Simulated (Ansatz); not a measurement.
## CaGaCo, a known structure type with other elements, at an estimated volume

```
Ga Ca Co
1.0
     3.57966    0.00000    0.00000
     0.00000    3.57966    0.00000
     0.00000    0.00000    7.57845
Ga Ca Co
2 2 2
Direct
  0.00000 0.50000 0.08390
  0.50000 0.00000 0.91610
  0.00000 0.50000 0.65030
  0.50000 0.00000 0.34970
  0.00000 0.50000 0.33000
  0.50000 0.00000 0.67000
```

Single point in Ansatz 0.2.0 with PBE, with U_eff = 1.61 eV on Co d (all-electron-ortho-atomic projectors), no spin polarisation. Cutoff 420 eV, PAW datasets, 9×9×5 Γ-centred k mesh, gaussian filling (width 0.0976 eV).

**Electronic structure.** It is a metal, with about 2.9 states/eV a cell as the mean within 0.25 eV of the Fermi level, mostly Co d (54 %) and Ga p (19 %).
**Stress.** The pressure is 34.9 GPa (compression positive), so with the atoms held at these fractions the cell would first expand; the forces are large, so a full relaxation may end otherwise. The principal stresses 17.8, 17.8, 68.9 GPa differ, so its shape would change too.
**Contacts.** Ga–Co at 1.87 Å: least valence density 1.03 e/Å³ and ELF 0.31 there. Ca–Co at 2.43 Å: least valence density 0.28 e/Å³ and ELF 0.09 there. These are pseudo-fields; inside the PAW spheres they differ from the all-electron ones.
**Forces.** The largest is on Ga1 (and as large on other atoms): 8.24 eV/Å, components (0.00, 0.00, -8.24). It makes 180° with the line to a nearest neighbour, Co5 at 1.87 Å, pointing away from it.

Origin: a known structure type with other elements, at an estimated volume, so it need not be a known compound. Caveats: no spin polarisation, so a magnetic state may lie lower; atoms or cell far from equilibrium.

It took 87 s on 1 thread of Arm Neoverse V1 (shared host), peak memory 0.65 GiB, starting from a saved density. The time holds forces, stress, Bader, DOS, bands, ELF.
